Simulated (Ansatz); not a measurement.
Given:

SnAu:
```yaml
crystal:
  lattice:
    - [4.33709, 0.00000, 0.00000]
    - [-2.16855, 3.75603, 0.00000]
    - [0.00000, 0.00000, 5.54673]
  atoms:
    - { symbol: Sn, position: [0.66667, 0.33333, 0.75000] }
    - { symbol: Sn, position: [0.33333, 0.66667, 0.25000] }
    - { symbol: Au, position: [0.00000, 0.00000, 0.50000] }
    - { symbol: Au, position: [0.00000, 0.00000, 0.00000] }
```

This is the PBEsol-relaxed structure. Tensor components refer to the Cartesian frame of this cell.

All from PBEsol in the plane-wave PAW code Ansatz, unless another level is named. Give the Poisson's ratio.

0.38.

What about the elastic constants (relaxed ions, GPa)?

C11 = 111, C12 = 82.3, C13 = 64.2, C33 = 168, C44 = 29.0.

Space group P6_3/mmc (NiAs type). The workflow started from a Materials Project entry (that database holds measured and hypothetical structures alike); the Crystallography Open Database files this formula in space group No. 194, but the cells were not matched. Its standing as an ambient phase is unchecked. Symmetry was held in the PBEsol relaxation; of distortions, only those at the zone centre were tested. As this level gives no gap, shear constants depend on the k-mesh and smearing (Fermi–Dirac, 0.1 eV here). Spin–orbit coupling is left out wherever it is not named.

Potentials: the later of the program's two PAW sets.
